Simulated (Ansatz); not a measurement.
## Profile along the Rh–Rh line in Rh (fcc, Cu type)

Rh (fcc, Cu type), conventional cell a = b = c = 3.8000 Å, α = β = γ = 90.00°. The calculation uses the primitive cell of 1 atom, to which meshes and values per cell refer.

Fields along a shortest Rh–Rh line of a {100} plane (2.69 Å), from Rh to Rh, interpolated on the slice's grid (step about 0.1 Å). These are r2SCAN (plane waves to 500 eV, PAW, scalar-relativistic; Ansatz, a program for electronic structure) values and carry that method's errors. k mesh 21×21×21. Inside the PAW spheres the values are not all-electron values, and peaks at nuclei hang on which shells count as valence. Rh is run without spin polarisation. Rh was relaxed with its symmetry unable to fall.

```csv
distance from Rh (Å),valence electron density (e/Å³),electron localisation function
0.00,15.04,x
0.13,14.24,x
0.27,12.08,x
0.40,9.17,x
0.54,6.18,0.70
0.67,3.67,0.60
0.81,1.85,0.45
0.94,0.90,0.31
1.08,0.54,0.24
1.21,0.40,0.25
1.34,0.37,0.27
1.48,0.40,0.25
1.61,0.54,0.24
1.75,0.90,0.31
1.88,1.85,0.45
2.02,3.67,0.60
2.15,6.18,0.70
2.29,9.17,x
2.42,12.08,x
2.56,14.24,x
2.69,15.04,x
```

x: too close to a nucleus for the ELF to mean much.

Density on the Rh–Rh line (2.69 Å) at its midpoint: 0.37 e/Å³. ELF at that point: 0.27.
